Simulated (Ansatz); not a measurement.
Method: DFT PBE, scalar-relativistic, plane waves, PAW in Ansatz. All cells share a 420 eV cutoff and Γ-centred k meshes spaced at most about 0.3 Å⁻¹ (about 0.25 or finer for metals, 2π included). No spin polarisation in the final relaxations.

All energies are static (0 K, no zero-point motion).

Compare these two cells of Zn3Se, each relaxed at this level.

A.

```yaml
crystal:
  lattice:
    - [4.38812, 0.00000, 0.00000]
    - [0.00000, 4.38812, 0.00000]
    - [0.00000, 0.00000, 3.70862]
  atoms:
    - { symbol: Zn, position: [0.00000, 0.50000, 0.50000] }
    - { symbol: Zn, position: [0.50000, 0.00000, 0.50000] }
    - { symbol: Zn, position: [0.50000, 0.50000, 0.00000] }
    - { symbol: Se, position: [0.00000, 0.00000, 0.00000] }
```

B.

```yaml
crystal:
  lattice:
    - [7.04045, 0.00000, 0.00000]
    - [-3.52023, 6.09721, 0.00000]
    - [0.00000, 0.00000, 3.59695]
  atoms:
    - { symbol: Zn, position: [0.83725, 0.67450, 0.25000] }
    - { symbol: Zn, position: [0.16275, 0.83725, 0.75000] }
    - { symbol: Zn, position: [0.32550, 0.16275, 0.25000] }
    - { symbol: Zn, position: [0.16275, 0.32550, 0.75000] }
    - { symbol: Zn, position: [0.83725, 0.16275, 0.25000] }
    - { symbol: Zn, position: [0.67450, 0.83725, 0.75000] }
    - { symbol: Se, position: [0.33333, 0.66667, 0.25000] }
    - { symbol: Se, position: [0.66667, 0.33333, 0.75000] }
```

Question: Which would you expect to be lower, and how large is the difference?

Answer: B is lower, by 92 meV/atom. A has Zn and Se ordered on fcc sites, space group P4/mmm (No. 123), 17.9 Å³/atom and no gap on its mesh; B has space group P6_3/mmc (No. 194), 19.3 Å³/atom and no gap. Counting Zn atoms around Se (those within 1.25 times the shortest such distance or 1.15 times the sum of covalent radii, 1.27 where that leaves under three; the shortest distance is added where it exceeds 1.18 times the sum of covalent radii), A has Se 12 from 2.9 Å and B has Se 6. The lower one is the more open, so pressure narrows the difference. Even the lower one lies +0.04 eV/atom against the reference forms of the elements (uncorrected), so neither is stable at this level. In A, Zn on a site of symmetry mmm has 4 Se at 2.87 Å, 4 Zn at 2.87 Å and 4 Zn at 3.10 Å; Zn on a site of symmetry 4/mmm has 8 Zn at 2.87 Å and 4 Se at 3.10 Å; Se is surrounded by 8 Zn at 2.87 Å and 4 Zn at 3.10 Å. In B, Zn is surrounded by 4 Zn at 2.68 Å and 2 Se at 2.75 Å; Se is surrounded by 6 Zn at 2.75 Å. Both come from invented guesses.

Cells relaxed within their symmetry can be saddle points.
